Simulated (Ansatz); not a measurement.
Molecular dynamics on a 2×2×1 supercell (16 atoms) of LiTlTe₂ (ordering on zincblende), relaxed with r2SCAN. Forces come from PBEsol in the plane-wave code Ansatz: Langevin thermostat and barostat (NPT), 1000 K, steps of 1 fs. Classical nuclei, no spin polarisation; a few dozen steps show the first response, not equilibrium. The structure comes from a prototype and may be hypothetical.

```yaml
crystal:
  lattice:
    - [9.1960015978, 0.0, 0.0]
    - [0.0, 9.1960015978, 0.0]
    - [0.0, 0.0, 6.4734597722]
  atoms:
    - { symbol: Li, position: [0.0, 0.0, 0.0] }
    - { symbol: Te, position: [0.0, 0.25, 0.2309160964] }
    - { symbol: Tl, position: [0.25, 0.25, 0.5] }
    - { symbol: Te, position: [0.25, 0.0, 0.7690839036] }
    - { symbol: Li, position: [0.0, 0.5, 0.0] }
    - { symbol: Te, position: [0.0, 0.75, 0.2309160964] }
    - { symbol: Tl, position: [0.25, 0.75, 0.5] }
    - { symbol: Te, position: [0.25, 0.5, 0.7690839036] }
    - { symbol: Li, position: [0.5, 0.0, 0.0] }
    - { symbol: Te, position: [0.5, 0.25, 0.2309160964] }
    - { symbol: Tl, position: [0.75, 0.25, 0.5] }
    - { symbol: Te, position: [0.75, 0.0, 0.7690839036] }
    - { symbol: Li, position: [0.5, 0.5, 0.0] }
    - { symbol: Te, position: [0.5, 0.75, 0.2309160964] }
    - { symbol: Tl, position: [0.75, 0.75, 0.5] }
    - { symbol: Te, position: [0.75, 0.5, 0.7690839036] }
kpoints:
  mp_grid: { grid: [2, 2, 2] }
hamiltonian:
  xc: pbesol
scf:
  occupations: { method: fermi_dirac, width: 0.086 }
md:
  ensemble: npt_langevin
  temperature: 1000
  timestep: 1.0
  n_steps: 40
  initial_velocities: maxwell_boltzmann
  seed: 3547
```

Command: `ansatz run input.yaml --threads 4 --pin off --max-ram 3686MiB --backend cpu --events-out ev --progress --plain --runs-dir out`.

Q: It ran on 4 threads of Arm Neoverse V2 (shared host). About how long did it take, and how much host memory at the peak?

A: About 3.6 min, with a peak of 2 GiB.

Q: How do temperature and energy develop?

A: The temperature starts at 938 K, is lowest at step 38 (771 K, 38 fs) and ends at 857 K.

| step | t (fs) | T (K) | free energy F from step 0 (meV/atom) | kinetic energy (meV/atom) | pressure (GPa) | volume (Å³/atom) | largest force (eV/Å) |
| --- | --- | --- | --- | --- | --- | --- | --- |
| 0 | 0 | 938 | 0.0 | 121.2 | -0.24 | 34.21 | 0.03 |
| 1 | 1 | 877 | 0.1 | 113.3 | -0.25 | 34.22 | 0.05 |
| 2 | 2 | 888 | 0.4 | 114.8 | -0.24 | 34.22 | 0.08 |
| 3 | 3 | 867 | 0.8 | 112.1 | -0.24 | 34.22 | 0.12 |
| 4 | 4 | 940 | 1.4 | 121.5 | -0.20 | 34.22 | 0.16 |
| 5 | 5 | 909 | 2.2 | 117.6 | -0.20 | 34.23 | 0.21 |
| 6 | 6 | 923 | 3.2 | 119.3 | -0.19 | 34.25 | 0.25 |
| 7 | 7 | 956 | 4.5 | 123.5 | -0.18 | 34.27 | 0.30 |
| 8 | 8 | 926 | 6.1 | 119.7 | -0.19 | 34.30 | 0.35 |
| 9 | 9 | 962 | 7.7 | 124.4 | -0.17 | 34.32 | 0.41 |
| 10 | 10 | 907 | 9.5 | 117.2 | -0.18 | 34.33 | 0.46 |
| 11 | 11 | 842 | 11.4 | 108.9 | -0.19 | 34.35 | 0.52 |
| 12 | 12 | 850 | 13.5 | 109.8 | -0.18 | 34.38 | 0.57 |
| 13 | 13 | 866 | 15.7 | 112.0 | -0.16 | 34.41 | 0.64 |
| 14 | 14 | 833 | 18.0 | 107.6 | -0.17 | 34.44 | 0.70 |
| 15 | 15 | 821 | 20.1 | 106.2 | -0.17 | 34.46 | 0.75 |
| 16 | 16 | 798 | 22.3 | 103.2 | -0.16 | 34.48 | 0.79 |
| 17 | 17 | 787 | 24.5 | 101.7 | -0.15 | 34.50 | 0.83 |
| 18 | 18 | 791 | 26.8 | 102.2 | -0.13 | 34.51 | 0.87 |
| 19 | 19 | 834 | 29.3 | 107.8 | -0.08 | 34.51 | 0.91 |
| 20 | 20 | 850 | 31.9 | 109.8 | -0.05 | 34.52 | 0.95 |
| 21 | 21 | 822 | 34.3 | 106.3 | -0.04 | 34.53 | 0.98 |
| 22 | 22 | 801 | 36.5 | 103.5 | -0.02 | 34.54 | 1.00 |
| 23 | 23 | 852 | 38.7 | 110.1 | 0.02 | 34.54 | 1.03 |
| 24 | 24 | 828 | 40.8 | 107.0 | 0.03 | 34.55 | 1.06 |
| 25 | 25 | 828 | 42.6 | 107.1 | 0.04 | 34.57 | 1.08 |
| 26 | 26 | 838 | 44.5 | 108.3 | 0.05 | 34.59 | 1.10 |
| 27 | 27 | 830 | 46.2 | 107.3 | 0.06 | 34.60 | 1.10 |
| 28 | 28 | 884 | 47.7 | 114.3 | 0.09 | 34.62 | 1.09 |
| 29 | 29 | 856 | 49.2 | 110.7 | 0.08 | 34.65 | 1.09 |
| 30 | 30 | 806 | 50.6 | 104.1 | 0.06 | 34.68 | 1.08 |
| 31 | 31 | 824 | 51.8 | 106.6 | 0.06 | 34.72 | 1.06 |
| 32 | 32 | 839 | 52.9 | 108.5 | 0.05 | 34.76 | 1.02 |
| 33 | 33 | 865 | 53.9 | 111.8 | 0.04 | 34.81 | 1.06 |
| 34 | 34 | 835 | 54.9 | 108.0 | 0.00 | 34.87 | 1.10 |
| 35 | 35 | 833 | 55.8 | 107.7 | -0.03 | 34.93 | 1.13 |
| 36 | 36 | 811 | 56.8 | 104.8 | -0.08 | 35.01 | 1.16 |
| 37 | 37 | 797 | 57.9 | 103.0 | -0.13 | 35.10 | 1.20 |
| 38 | 38 | 771 | 59.3 | 99.7 | -0.19 | 35.19 | 1.24 |
| 39 | 39 | 823 | 60.8 | 106.4 | -0.21 | 35.28 | 1.28 |
| 40 | 40 | 857 | 62.4 | 110.7 | -0.23 | 35.36 | 1.32 |

Positions (Å) and forces (eV/Å) at step 40:
```
cell (Å): 9.297 0.000 0.000; 0.000 9.297 0.000; 0.000 0.000 6.545
Li   0.275  -0.089   0.560    -0.047   0.375  -0.485
Te  -0.096   2.465   1.484     0.270  -0.446   0.557
Tl   2.450   2.313   3.295    -0.423  -0.038  -0.087
Te   2.486  -0.152   4.977    -0.190   0.663   0.398
Li  -0.022   4.717   0.160     0.022   0.157  -0.224
Te   0.089   6.922   1.746    -1.070  -0.176  -0.733
Tl   2.295   6.985   3.258     0.988  -0.662   0.570
Te   2.261   4.581   5.113    -0.295   0.162  -0.469
Li   4.612  -0.021   0.225     0.155  -0.164  -0.289
Te   4.683   2.270   1.490     0.020   0.556   0.059
Tl   6.917   2.338   3.356     0.178   0.408  -0.304
Te   6.944   0.040   4.959     0.112  -0.271   0.480
Li   4.573   4.938  -0.452     0.408  -0.243   0.360
Te   4.663   6.883   1.465    -0.392   0.000   0.008
Tl   6.826   6.984   3.260     0.306   0.481  -0.072
Te   7.037   4.850   5.011    -0.043  -0.802   0.232
```
